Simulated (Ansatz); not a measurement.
Si$_{2}$W:
```cif
data_Si4W2
_chemical_formula_sum 'Si4 W2'
_space_group_name_H-M_alt 'I4/mmm'
_space_group_IT_number 139
_space_group_name_Hall '-I 4 2'
_cell_length_a 3.18577
_cell_length_b 3.18577
_cell_length_c 7.77246
_cell_angle_alpha 90.000
_cell_angle_beta 90.000
_cell_angle_gamma 90.000
loop_
_atom_site_label
_atom_site_type_symbol
_atom_site_symmetry_multiplicity
_atom_site_Wyckoff_symbol
_atom_site_fract_x
_atom_site_fract_y
_atom_site_fract_z
_atom_site_occupancy
Si1 Si 4 e 0.00000 0.00000 0.33469 1
W1 W 2 a 0.00000 0.00000 0.00000 1
```
(The calculation used a cell of 3 atoms; values per cell refer to that cell.)

Relaxed at zero pressure with LDA in the plane-wave PAW code Ansatz.

Task: The volume is lowered by 9 % and shape and atoms relax at that volume. What pressure results, and how do the axes share the change?

Result: 27.6 GPa; a -3.3 %, b -3.3 %, c -2.6 %; the energy rises by 94 meV/atom.

Task: Give the new structure.

Result: 
Space group I4/mmm (No. 139); a = 3.080 Å, b = 3.080 Å, c = 7.568 Å, α = 90.00°, β = 90.00°, γ = 90.00°

| atom | site | symmetry | x | y | z |
|---|---|---|---|---|---|
| Si | 4e | 4mm | 0.0000 | 0.0000 | 0.3333 |
| W | 2a | 4/mmm | 0.0000 | 0.0000 | 0.0000 |

The phase is kept; no other phase was compared at this pressure.

The cell was relaxed with LDA under the symmetry of its start. The run is not spin-polarised. Spin–orbit coupling is left out wherever it is not named.

Potentials: the earlier of the program's two PAW sets. The files were generated under PBE; for other functionals the program regenerates the frozen cores, and for LDA and PBEsol the local potential too.
